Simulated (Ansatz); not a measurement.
The relaxed structure here is a generated cell of TiAl3: the first start was made by a random draw of sites in a space group, and the end was not matched to a known phase here, so it may be hypothetical. Known forms of TiAl3 include space group No. 139.

The end point of a relaxation of TiAl$_{3}$. All values below come from PBEsol (plane waves to 420 eV, PAW, scalar-relativistic; Ansatz, a program for electronic structure).

```cif
data_Al3Ti
_chemical_formula_sum 'Al3 Ti1'
_space_group_name_H-M_alt 'P 1'
_space_group_IT_number 1
_cell_length_a 4.39752
_cell_length_b 4.39752
_cell_length_c 5.28164
_cell_angle_alpha 90.000
_cell_angle_beta 90.000
_cell_angle_gamma 120.000
loop_
_space_group_symop_operation_xyz
  'x, y, z'
loop_
_atom_site_label
_atom_site_type_symbol
_atom_site_fract_x
_atom_site_fract_y
_atom_site_fract_z
_atom_site_occupancy
Al1 Al 0.00000 0.00000 0.49315 1
Al2 Al 0.66667 0.33333 0.19034 1
Al3 Al 0.33333 0.66667 0.19034 1
Ti1 Ti 0.00000 0.00000 0.00614 1
```

Question: Determine the symmetry and give the standard cell with its independent sites.

Answer: Space group P6mm (No. 183); a = b = 4.3975 Å, c = 5.2816 Å, α = β = 90.00°, γ = 120.00°

```
atom  site  symmetry       x       y       z
----  ----  --------  ------  ------  ------
Al      1a       6mm  0.0000  0.0000  0.4931
Al      2b       3m.  0.3333  0.6667  0.1903
Ti      1a       6mm  0.0000  0.0000  0.0061
```

Question: Give the shortest distances between elements (the closest pairs, up to four, under 3.6 Å).

Answer: Al–Al 2.54 Å; Al–Ti 2.57 Å.

- Volume per atom: 22.11 Å³
- Band gap: no gap (metallic)

No spin polarisation in the result.

The run could not lose the symmetry of its start: the end is stationary, and may be a saddle point rather than a minimum.
